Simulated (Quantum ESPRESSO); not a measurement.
# Ga3GeN3Si: finding a planted mistake in a log

Computed values, not a measurement. The program is pw.x of Quantum ESPRESSO 7.5 (plane-wave density functional theory). The cell is made up: 8 atoms on a zincblende/diamond lattice, with randomly drawn elements, strain and displacements, not relaxed. PseudoDojo standard norm-conserving files (v0.5 for PBE, v0.4.1 for LDA and PBEsol) set the functional; there is no spin polarisation, spin-orbit coupling or dispersion term, and the masses in the input are unused placeholders.

Intended input:

```
&control calculation='scf', pseudo_dir='./dojo.nc.sr.pbe.v0_5.standard.upf', outdir='./o', disk_io='medium', tprnfor=.true., tstress=.true. /
&system ibrav=0, nat=8, ntyp=4, nbnd=42, ecutwfc=84.00895049, nosym=.true., tot_charge=0,
 occupations='smearing', smearing='fd', degauss=0.0018374661
/
&electrons conv_thr=7.350e-09, electron_maxstep=60, /
ATOMIC_SPECIES
Ga 1.0 Ga.upf
Ge 1.0 Ge.upf
N 1.0 N.upf
Si 1.0 Si.upf
CELL_PARAMETERS angstrom
4.6322 0.0456 -0.0616
0.0456 4.7435 -0.0024
-0.0616 -0.0024 4.6805
ATOMIC_POSITIONS angstrom
Ga -0.0154 -0.0047 0.0774
Ga -0.113 2.3469 2.3139
Ga 2.2793 0.0501 2.3287
Ge 2.3054 2.3669 -0.0407
N 1.1405 1.1377 1.1209
N 1.1925 3.5276 3.4218
Si 3.4364 1.2389 3.4964
N 3.4898 3.5426 1.1429
K_POINTS automatic
4 4 4 1 1 1
```

The log is shortened where brackets say so; the opening notice, blank lines, dates and the lines on written files are dropped, and the path of the files is cut. It prints rydbergs, bohrs and kilobars, and counts compression as positive stress. Where no state is partly filled, the Fermi energy that it prints is only some level between the filled and the empty states on the mesh, and need not lie in the true gap.

Log of the intended run:

```
     Program PWSCF v.7.5
     Parallel version (MPI & OpenMP), running on       1 processor cores
     Number of MPI processes:                 1
     Threads/MPI process:                     1
     [start-up lines left out]
     bravais-lattice index     =            0
     lattice parameter (alat)  =       8.7548  a.u.
     unit-cell volume          =     693.8377 (a.u.)^3
     number of atoms/cell      =            8
     number of atomic types    =            4
     number of electrons       =        72.00
     number of Kohn-Sham states=           42
     kinetic-energy cutoff     =      84.0090  Ry
     charge density cutoff     =     336.0358  Ry
     scf convergence threshold =      7.3E-09
     mixing beta               =       0.7000
     number of iterations used =            8  plain     mixing
     Exchange-correlation= PBE
                           (   1   4   3   4   0   0   0)
     [axes and pseudopotential details left out]
   Cartesian axes
     site n.     atom                  positions (alat units)
         1        Ga     tau(   1) = (  -0.0033241  -0.0010145   0.0167068  )
         2        Ga     tau(   2) = (  -0.0243911   0.5065798   0.4994567  )
         3        Ga     tau(   3) = (   0.4919883   0.0108141   0.5026513  )
         4        Ge     tau(   4) = (   0.4976220   0.5108968  -0.0087851  )
         5        N      tau(   5) = (   0.2461776   0.2455732   0.2419469  )
         6        N      tau(   6) = (   0.2574018   0.7614346   0.7385976  )
         7        Si     tau(   7) = (   0.7417490   0.2674173   0.7547000  )
         8        N      tau(   8) = (   0.7532754   0.7646723   0.2466957  )
     number of k points=    32  Fermi-Dirac smearing, width (Ry)=  0.0018
                       cart. coord. in units 2pi/alat
        k(    1) = (   0.1254947   0.1209408   0.1254407), wk =   0.0625000
        k(    2) = (   0.1287850   0.1210344   0.3729380), wk =   0.0625000
     [further k points left out]
     Dense  grid:    72145 G-vectors     FFT dimensions: (  54,  54,  54)
     Estimated max dynamical RAM per process >      98.30 MB
     Initial potential from superposition of free atoms
     starting charge      71.9905, renormalised to      72.0000
     Starting wfcs are   52 randomized atomic wfcs
     total cpu time spent up to now is        8.4 secs
     per-process dynamical memory:    56.6 Mb
     Self-consistent Calculation
     iteration #  1     ecut=    84.01 Ry     beta= 0.70
     Davidson diagonalization with overlap
     ethr =  1.00E-02,  avg # of iterations =  4.3
     total cpu time spent up to now is       22.6 secs
     total energy              =    -707.15484854 Ry
     estimated scf accuracy    <       1.65907095 Ry
     iteration #  2     ecut=    84.01 Ry     beta= 0.70
     Davidson diagonalization with overlap
     ethr =  2.30E-03,  avg # of iterations =  4.0
     total cpu time spent up to now is       36.0 secs
     total energy              =    -707.44339588 Ry
     estimated scf accuracy    <       2.58776313 Ry
     [iterations 3 to 9 left out]
     iteration # 10     ecut=    84.01 Ry     beta= 0.70
     Davidson diagonalization with overlap
     ethr =  4.70E-10,  avg # of iterations =  2.0
     total cpu time spent up to now is      146.8 secs
     total energy              =    -707.93495831 Ry
     estimated scf accuracy    <       0.00000003 Ry
     iteration # 11     ecut=    84.01 Ry     beta= 0.70
     Davidson diagonalization with overlap
     ethr =  4.39E-11,  avg # of iterations =  4.1
     total cpu time spent up to now is      160.0 secs
     End of self-consistent calculation
     [lines on levels left out]
     the Fermi energy is    11.5806 ev
!    total energy              =    -707.93495832 Ry
     estimated scf accuracy    <          3.8E-09 Ry
     smearing contrib. (-TS)   =      -0.00000000 Ry
     internal energy E=F+TS    =    -707.93495832 Ry
     The total energy is F=E-TS. E is the sum of the following terms:
     one-electron contribution =    -249.25439181 Ry
     hartree contribution      =     188.54743828 Ry
     xc contribution           =    -191.25615336 Ry
     ewald contribution        =    -455.97185143 Ry
     convergence has been achieved in  11 iterations
     Forces acting on atoms (cartesian axes, Ry/au):
     atom    1 type  1   force =     0.10810136   -0.14952963    0.07871549
     atom    2 type  1   force =     0.17209716    0.11769543   -0.11085488
     atom    3 type  1   force =    -0.11676714   -0.14269213   -0.11588051
     atom    4 type  2   force =    -0.15916973    0.15893782    0.14342685
     atom    5 type  3   force =     0.01744753    0.04849860    0.01100573
     atom    6 type  3   force =    -0.02172355   -0.00446009    0.04072726
     atom    7 type  4   force =     0.03991308   -0.04816990   -0.01109292
     atom    8 type  3   force =    -0.03989872    0.01971991   -0.03604703
     Total force =     0.476273     Total SCF correction =     0.000173
     Computing stress (Cartesian axis) and pressure
          total   stress  (Ry/bohr**3)                   (kbar)     P=      238.03
   0.00165277  -0.00024610   0.00017088          243.13      -36.20       25.14
  -0.00024610   0.00150900  -0.00003579          -36.20      221.98       -5.26
   0.00017088  -0.00003579   0.00169243           25.14       -5.26      248.97
     init_run     :      7.77s CPU      8.26s WALL (       1 calls)
     electrons    :    148.04s CPU    151.63s WALL (       1 calls)
     forces       :      2.08s CPU      2.11s WALL (       1 calls)
     stress       :      7.71s CPU      7.75s WALL (       1 calls)
     [timing details left out]
     PWSCF        :   2m45.75s CPU   2m50.02s WALL
     JOB DONE.
```

A second run was made from an input with one planted mistake. Its log:

```
     Program PWSCF v.7.5
     Parallel version (MPI & OpenMP), running on       1 processor cores
     Number of MPI processes:                 1
     Threads/MPI process:                     1
     [start-up lines left out]
     bravais-lattice index     =            0
     lattice parameter (alat)  =       8.8791  a.u.
     unit-cell volume          =     723.8324 (a.u.)^3
     number of atoms/cell      =            8
     number of atomic types    =            4
     number of electrons       =        72.00
     number of Kohn-Sham states=           42
     kinetic-energy cutoff     =      84.0090  Ry
     charge density cutoff     =     336.0358  Ry
     scf convergence threshold =      7.3E-09
     mixing beta               =       0.7000
     number of iterations used =            8  plain     mixing
     Exchange-correlation= PBE
                           (   1   4   3   4   0   0   0)
     [axes and pseudopotential details left out]
   Cartesian axes
     site n.     atom                  positions (alat units)
         1        Ga     tau(   1) = (  -0.0033201  -0.0010216   0.0167070  )
         2        Ga     tau(   2) = (  -0.0243900   0.5065718   0.4994634  )
         3        Ga     tau(   3) = (   0.4919931   0.0108116   0.5026558  )
         4        Ge     tau(   4) = (   0.4976118   0.5108922  -0.0087898  )
         5        N      tau(   5) = (   0.2461775   0.2455816   0.2419422  )
         6        N      tau(   6) = (   0.2573935   0.7614326   0.7385963  )
         7        Si     tau(   7) = (   0.7417461   0.2674176   0.7546860  )
         8        N      tau(   8) = (   0.7532813   0.7646676   0.2466883  )
     number of k points=    32  Fermi-Dirac smearing, width (Ry)=  0.0018
                       cart. coord. in units 2pi/alat
        k(    1) = (   0.1254966   0.1209407   0.1254401), wk =   0.0625000
        k(    2) = (   0.1287883   0.1210325   0.3729368), wk =   0.0625000
     [further k points left out]
     Dense  grid:    75317 G-vectors     FFT dimensions: (  54,  54,  54)
     Estimated max dynamical RAM per process >     101.84 MB
     Initial potential from superposition of free atoms
     starting charge      71.9905, renormalised to      72.0000
     Starting wfcs are   52 randomized atomic wfcs
     total cpu time spent up to now is        7.9 secs
     per-process dynamical memory:    58.3 Mb
     Self-consistent Calculation
     iteration #  1     ecut=    84.01 Ry     beta= 0.70
     Davidson diagonalization with overlap
     ethr =  1.00E-02,  avg # of iterations =  4.1
     total cpu time spent up to now is       26.0 secs
     total energy              =    -707.17801228 Ry
     estimated scf accuracy    <       1.65778850 Ry
     iteration #  2     ecut=    84.01 Ry     beta= 0.70
     Davidson diagonalization with overlap
     ethr =  2.30E-03,  avg # of iterations =  4.4
     total cpu time spent up to now is       42.0 secs
     total energy              =    -707.43029175 Ry
     estimated scf accuracy    <       2.92048830 Ry
     [iterations 3 to 10 left out]
     iteration # 11     ecut=    84.01 Ry     beta= 0.70
     Davidson diagonalization with overlap
     ethr =  7.05E-11,  avg # of iterations =  4.0
     total cpu time spent up to now is      207.5 secs
     total energy              =    -707.97499595 Ry
     estimated scf accuracy    <       0.00000001 Ry
     iteration # 12     ecut=    84.01 Ry     beta= 0.70
     Davidson diagonalization with overlap
     ethr =  1.53E-11,  avg # of iterations =  2.2
     total cpu time spent up to now is      226.2 secs
     End of self-consistent calculation
     [lines on levels left out]
     the Fermi energy is    11.0283 ev
!    total energy              =    -707.97499595 Ry
     estimated scf accuracy    <          2.3E-09 Ry
     smearing contrib. (-TS)   =      -0.00000000 Ry
     internal energy E=F+TS    =    -707.97499595 Ry
     The total energy is F=E-TS. E is the sum of the following terms:
     one-electron contribution =    -259.27143491 Ry
     hartree contribution      =     191.92476607 Ry
     xc contribution           =    -191.04358371 Ry
     ewald contribution        =    -449.58474339 Ry
     convergence has been achieved in  12 iterations
     Forces acting on atoms (cartesian axes, Ry/au):
     atom    1 type  1   force =     0.10039919   -0.13403881    0.07319058
     atom    2 type  1   force =     0.15668391    0.11151058   -0.10359916
     atom    3 type  1   force =    -0.10883333   -0.13133771   -0.10719506
     atom    4 type  2   force =    -0.14610612    0.14770379    0.12925154
     atom    5 type  3   force =     0.01555691    0.04165327    0.00987230
     atom    6 type  3   force =    -0.01837957   -0.00602629    0.03952890
     atom    7 type  4   force =     0.03531479   -0.04486594   -0.00960287
     atom    8 type  3   force =    -0.03463579    0.01540111   -0.03144623
     Total force =     0.437452     Total SCF correction =     0.000223
     Computing stress (Cartesian axis) and pressure
          total   stress  (Ry/bohr**3)                   (kbar)     P=      157.17
   0.00111046  -0.00022538   0.00013403          163.35      -33.15       19.72
  -0.00022538   0.00095902  -0.00000744          -33.15      141.08       -1.09
   0.00013403  -0.00000744   0.00113578           19.72       -1.09      167.08
     init_run     :      6.99s CPU      7.74s WALL (       1 calls)
     electrons    :    208.54s CPU    218.34s WALL (       1 calls)
     forces       :      2.96s CPU      3.00s WALL (       1 calls)
     stress       :     12.90s CPU     13.03s WALL (       1 calls)
     [timing details left out]
     PWSCF        :   3m51.64s CPU   4m 2.62s WALL
     JOB DONE.
```

Question: what was wrong in the second input?

Answer: the cell and the positions are scaled by a wrong factor. The input lines that differ, file-writing options aside:

```
- 4.6322 0.0456 -0.0616
+ 4.698 0.0462 -0.0625
- 0.0456 4.7435 -0.0024
+ 0.0462 4.8109 -0.0024
- -0.0616 -0.0024 4.6805
+ -0.0625 -0.0024 4.747
- Ga -0.0154 -0.0047 0.0774
+ Ga -0.0156 -0.0048 0.0785
- Ga -0.113 2.3469 2.3139
+ Ga -0.1146 2.3802 2.3468
- Ga 2.2793 0.0501 2.3287
+ Ga 2.3117 0.0508 2.3618
- Ge 2.3054 2.3669 -0.0407
+ Ge 2.3381 2.4005 -0.0413
- N 1.1405 1.1377 1.1209
+ N 1.1567 1.1539 1.1368
- N 1.1925 3.5276 3.4218
+ N 1.2094 3.5777 3.4704
- Si 3.4364 1.2389 3.4964
+ Si 3.4852 1.2565 3.546
- N 3.4898 3.5426 1.1429
+ N 3.5394 3.5929 1.1591
```

```
                                            intended run  run with the mistake
                          free energy (eV)     -9631.946             -9632.491
                    smearing term -TS (eV)        0.0000                0.0000
                            pressure (GPa)         23.80                 15.72
            largest force component (eV/Å)         4.425                 4.029
largest change of a force component (eV/Å)                               0.398
                                iterations            11                    12
```

For scale, a rerun of the intended cell at 1437 eV and a 6 x 6 x 6 mesh moved values by no more than 0.006 eV in energy, 0.02 GPa in stress and 0.003 eV/Å in force.